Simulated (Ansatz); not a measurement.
# MgI₂: stable or not

It was reached by relaxing an invented guess, and it needn't be the stable form of this composition.

Theory: DFT PBE+D3(BJ), scalar-relativistic, plane waves, PAW (Ansatz 0.2.0). Settings of the last relaxation (6-atom cell): 420 eV, 6×6×1 k points, Gaussian smearing of 0.02 eV, no spin polarisation.

The sheet is periodic along a and b; c holds vacuum.

```cif
data_structure
_symmetry_space_group_name_H-M 'P 1'
_symmetry_Int_Tables_number 1
_cell_length_a 4.1291
_cell_length_b 4.1291
_cell_length_c 44.2065
_cell_angle_alpha 90.000
_cell_angle_beta 90.000
_cell_angle_gamma 120.000
_cell_volume 652.73
loop_
_atom_site_label
_atom_site_type_symbol
_atom_site_fract_x
_atom_site_fract_y
_atom_site_fract_z
_atom_site_occupancy
Mg1 Mg 0.00000 0.00000 0.19371 1
Mg2 Mg 0.33333 0.66667 0.34920 1
I1 I 0.33333 0.66667 0.23166 1
I2 I 0.66667 0.33333 0.15568 1
I3 I 0.66667 0.33333 0.38723 1
I4 I 0.00000 0.00000 0.31125 1
```

The zero of energy is the elements' standard structures at the same level; no fitted shifts are applied.

Question: These tests were run: energy against the elements; random kick, then relaxation without symmetry; phonons on a 3×3×1 q mesh. What do they show?

Answer:

```json
{"test": "energy against the elements", "result": "−1.036 eV/atom"}
{"test": "random kick, then relaxation without symmetry", "result": "returns"}
{"test": "phonons on a 3×3×1 q mesh", "result": "no imaginary mode on the mesh, but the interpolation dips to 6i cm⁻¹ between its points"}
```

It fails none of these tests. Other phases of the system weren't compared here, so this isn't yet thermodynamic stability.

Spin–orbit coupling, which can matter for I, is left out. The kick test ran on a coarse mesh. The run for the phonons used a 6×6×1 k mesh.
